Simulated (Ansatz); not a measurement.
Bi2TeSe2:
```xyz
5
Lattice="4.2257 0.0000 0.0000 -2.1129 3.6596 0.0000 0.0000 0.0000 41.0000" Properties=species:S:1:pos:R:3 pbc="T T F"
Te     0.0000     0.0000    20.5000
Bi     0.0000     2.4397    22.6324
Se     0.0000     2.4397    16.8678
Bi     2.1129     1.2199    18.3676
Se     2.1129     1.2199    24.1322
```
The layer is periodic in x and y and isolated along z.

Relaxed with r²SCAN+D4. Special points in fractions of this cell's reciprocal vectors: Γ (0.000, 0.000, 0.000); M (0.500, 0.000, 0.000); K (0.333, 0.333, 0.000).

Problem. List the band energies nearest the valence-band maximum at these points for r²SCAN+D4 (plane waves, PAW; program Ansatz).

Solution. In eV from the valence-band maximum; about four levels below and three above (degenerate sets whole), none deeper than 8.9 eV; points with the same levels are listed once.

| k | below | above |
|---|---|---|
| Γ | -0.70 -0.51 -0.18 -0.18 | 1.47 2.15 2.15 |
| M | -1.72 -1.03 -0.61 -0.57 | 1.85 2.88 2.95 |
| K | -2.40 -2.40 -1.19 -0.38 -0.38 | 2.69 3.02 3.02 |

Space group P-3m1. The layer was cut from a bulk entry of the Materials Project (measured or hypothetical); whether that bulk phase is the ambient one, and whether the layer has been isolated, was not checked. The cell was relaxed with r²SCAN+D4 under the symmetry of its start; whether a distortion lowers the energy is not shown. Spin–orbit coupling is left out wherever it is not named.

Potentials: the later of the program's two PAW sets.
